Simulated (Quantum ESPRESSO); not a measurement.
## Zr3Mo2TiAl2 (input and log of a self-consistent run)

Computed values, not a measurement. The program is pw.x of Quantum ESPRESSO 7.5 (plane-wave density functional theory). The cell is made up: eight metal atoms on a hexagonal close-packed lattice, with elements, volume, strain and displacements drawn at random and not relaxed, so it may be unstable or far from any real phase. PseudoDojo standard norm-conserving files set the functional (PBE unless stated); there is no spin polarisation or spin-orbit coupling, the Fermi-Dirac width of 0.25 eV means electrons at about 2900 K, and the masses in the input are unused placeholders. A spin test at this wide smearing found no moment, but such smearing suppresses magnetism that the real alloy may have.

Input:

```
&control calculation='scf', pseudo_dir='./dojo.nc.sr.pbe.v0_5.standard.upf', outdir='./o', disk_io='minimal', tprnfor=.true., tstress=.true. /
&system ibrav=0, nat=8, ntyp=4, nbnd=57, ecutwfc=84.00895049, nosym=.true., tot_charge=0,
 occupations='smearing', smearing='fd', degauss=0.0183746611
/
&electrons conv_thr=1.470e-08, electron_maxstep=70, mixing_beta=0.5 /
ATOMIC_SPECIES
Al 1.0 Al.upf
Mo 1.0 Mo.upf
Ti 1.0 Ti.upf
Zr 1.0 Zr.upf
CELL_PARAMETERS angstrom
-0.0025 -0.0249 4.5519
5.7434 -0.0861 -0.0032
-2.9462 5.0628 -0.0257
ATOMIC_POSITIONS angstrom
Zr -0.1195 -0.0094 -0.1958
Mo -1.5572 2.477 0.1796
Zr 2.7479 0.0278 -0.0075
Ti 1.2832 2.3956 -0.0029
Mo -0.0528 1.449 2.3621
Al -1.4892 4.2128 2.1643
Al 3.0347 1.5412 2.2501
Zr 1.3533 4.1684 2.2559
K_POINTS automatic
5 5 5 1 1 1
```

The log is shortened where brackets say so; the opening notice, blank lines, dates and the lines on written files are dropped, and the path of the files is cut. It prints rydbergs, bohrs and kilobars, and counts compression as positive stress. Its total energy is the free energy E - TS of the whole cell.

```
     Program PWSCF v.7.5
     Parallel version (MPI & OpenMP), running on       4 processor cores
     Number of MPI processes:                 4
     Threads/MPI process:                     1
     [start-up lines left out]
     bravais-lattice index     =            0
     lattice parameter (alat)  =       8.6020  a.u.
     unit-cell volume          =     885.3821 (a.u.)^3
     number of atoms/cell      =            8
     number of atomic types    =            4
     number of electrons       =        82.00
     number of Kohn-Sham states=           57
     kinetic-energy cutoff     =      84.0090  Ry
     charge density cutoff     =     336.0358  Ry
     scf convergence threshold =      1.5E-08
     mixing beta               =       0.5000
     number of iterations used =            8  plain     mixing
     Exchange-correlation= PBE
                           (   1   4   3   4   0   0   0)
     [axes and pseudopotential details left out]
   Cartesian axes
     site n.     atom                  positions (alat units)
         1        Zr     tau(   1) = (  -0.0262524  -0.0020650  -0.0430144  )
         2        Mo     tau(   2) = (  -0.3420937   0.5441601   0.0394555  )
         3        Zr     tau(   3) = (   0.6036729   0.0061072  -0.0016476  )
         4        Ti     tau(   4) = (   0.2819000   0.5262778  -0.0006371  )
         5        Mo     tau(   5) = (  -0.0115994   0.3183238   0.5189183  )
         6        Al     tau(   6) = (  -0.3271551   0.9254896   0.4754646  )
         7        Al     tau(   7) = (   0.6666786   0.3385788   0.4943136  )
         8        Zr     tau(   8) = (   0.2972999   0.9157356   0.4955878  )
     number of k points=    63  Fermi-Dirac smearing, width (Ry)=  0.0184
                       cart. coord. in units 2pi/alat
        k(    1) = (   0.0813773   0.1377777   0.1007999), wk =   0.0320000
        k(    2) = (   0.0840973   0.3191859   0.1017937), wk =   0.0320000
     [further k points left out]
     Dense  grid:    92139 G-vectors     FFT dimensions: (  54,  64,  72)
     Estimated max dynamical RAM per process >     306.00 MB
     Estimated total dynamical RAM >       1.13 GB
     Initial potential from superposition of free atoms
     starting charge      81.9836, renormalised to      82.0000
     Starting wfcs are   68 randomized atomic wfcs
     total cpu time spent up to now is        9.9 secs
     per-process dynamical memory:   244.6 Mb
     Self-consistent Calculation
     iteration #  1     ecut=    84.01 Ry     beta= 0.50
     Davidson diagonalization with overlap
     ethr =  1.00E-02,  avg # of iterations =  2.3
     total cpu time spent up to now is       32.9 secs
     total energy              =    -711.17846158 Ry
     estimated scf accuracy    <       2.69962345 Ry
     iteration #  2     ecut=    84.01 Ry     beta= 0.50
     Davidson diagonalization with overlap
     ethr =  3.29E-03,  avg # of iterations =  3.9
     total cpu time spent up to now is       58.3 secs
     total energy              =    -710.78502553 Ry
     estimated scf accuracy    <      22.90526726 Ry
     iteration #  3     ecut=    84.01 Ry     beta= 0.50
     Davidson diagonalization with overlap
     ethr =  3.29E-03,  avg # of iterations =  2.0
     total cpu time spent up to now is       78.8 secs
     total energy              =    -712.59996263 Ry
     estimated scf accuracy    <       1.27661850 Ry
     iteration #  4     ecut=    84.01 Ry     beta= 0.50
     Davidson diagonalization with overlap
     ethr =  1.56E-03,  avg # of iterations =  1.8
     total cpu time spent up to now is       95.9 secs
     total energy              =    -712.68979051 Ry
     estimated scf accuracy    <       0.13564915 Ry
     iteration #  5     ecut=    84.01 Ry     beta= 0.50
     Davidson diagonalization with overlap
     ethr =  1.65E-04,  avg # of iterations =  6.1
     total cpu time spent up to now is      119.5 secs
     total energy              =    -712.70803379 Ry
     estimated scf accuracy    <       0.02042177 Ry
     [iterations 6 to 12 left out]
     iteration # 13     ecut=    84.01 Ry     beta= 0.50
     Davidson diagonalization with overlap
     ethr =  1.93E-09,  avg # of iterations =  3.9
     total cpu time spent up to now is      287.6 secs
     total energy              =    -712.71416799 Ry
     estimated scf accuracy    <       0.00000492 Ry
     iteration # 14     ecut=    84.01 Ry     beta= 0.50
     Davidson diagonalization with overlap
     ethr =  1.93E-09,  avg # of iterations =  2.3
     total cpu time spent up to now is      306.7 secs
     total energy              =    -712.71416843 Ry
     estimated scf accuracy    <       0.00000038 Ry
     iteration # 15     ecut=    84.01 Ry     beta= 0.50
     Davidson diagonalization with overlap
     ethr =  4.62E-10,  avg # of iterations =  1.9
     total cpu time spent up to now is      325.7 secs
     total energy              =    -712.71416848 Ry
     estimated scf accuracy    <       0.00000004 Ry
     iteration # 16     ecut=    84.01 Ry     beta= 0.50
     Davidson diagonalization with overlap
     ethr =  4.48E-11,  avg # of iterations =  4.6
     total cpu time spent up to now is      348.3 secs
     total energy              =    -712.71416848 Ry
     estimated scf accuracy    <       0.00000001 Ry
     iteration # 17     ecut=    84.01 Ry     beta= 0.50
     Davidson diagonalization with overlap
     ethr =  1.81E-11,  avg # of iterations =  2.0
     total cpu time spent up to now is      366.6 secs
     End of self-consistent calculation
     [lines on levels left out]
!    total energy              =    -712.71416848 Ry
     estimated scf accuracy    <          3.6E-09 Ry
     smearing contrib. (-TS)   =      -0.10904286 Ry
     internal energy E=F+TS    =    -712.60512562 Ry
     The total energy is F=E-TS. E is the sum of the following terms:
     one-electron contribution =    -180.45622034 Ry
     hartree contribution      =     131.89263565 Ry
     xc contribution           =    -124.27822393 Ry
     ewald contribution        =    -539.76331700 Ry
     convergence has been achieved in  17 iterations
     Forces acting on atoms (cartesian axes, Ry/au):
     atom    1 type  4   force =     0.03461825   -0.04486866    0.10344831
     atom    2 type  2   force =     0.01150922    0.04681564   -0.06667371
     atom    3 type  4   force =    -0.02021135   -0.01997124   -0.00743998
     atom    4 type  3   force =     0.01545185    0.01997959    0.01359872
     atom    5 type  2   force =     0.04281349    0.09311216   -0.04788316
     atom    6 type  1   force =    -0.00847887   -0.03473082    0.02488848
     atom    7 type  1   force =    -0.06844518    0.05850879    0.04589863
     atom    8 type  4   force =    -0.00725740   -0.11884545   -0.06583729
     Total force =     0.256491     Total SCF correction =     0.000174
     Computing stress (Cartesian axis) and pressure
          total   stress  (Ry/bohr**3)                   (kbar)     P=      228.80
   0.00131154   0.00017123  -0.00007951          192.93       25.19      -11.70
   0.00017123   0.00139504   0.00004357           25.19      205.22        6.41
  -0.00007951   0.00004357   0.00195939          -11.70        6.41      288.24
     init_run     :      9.35s CPU      9.70s WALL (       1 calls)
     electrons    :    354.08s CPU    356.68s WALL (       1 calls)
     forces       :      2.47s CPU      2.47s WALL (       1 calls)
     stress       :      8.85s CPU      8.86s WALL (       1 calls)
     [timing details left out]
     PWSCF        :   6m15.00s CPU   6m18.00s WALL
     JOB DONE.
```

In other units: free energy -9696.970 eV for the cell, pressure 22.88 GPa, largest force component 3.056 eV/Å in size. The run took 380 s of wall time with four MPI processes on a shared machine (Intel Xeon, older, virtual cores), so the time is rough. A rerun of this cell at a higher cutoff and on a denser mesh moved values by no more than 0.003 eV in energy, 0.06 GPa in stress and 0.013 eV/Å in force, and a second program with other atomic files agreed on that cell to 2 % rms in force and 0.5 GPa in pressure.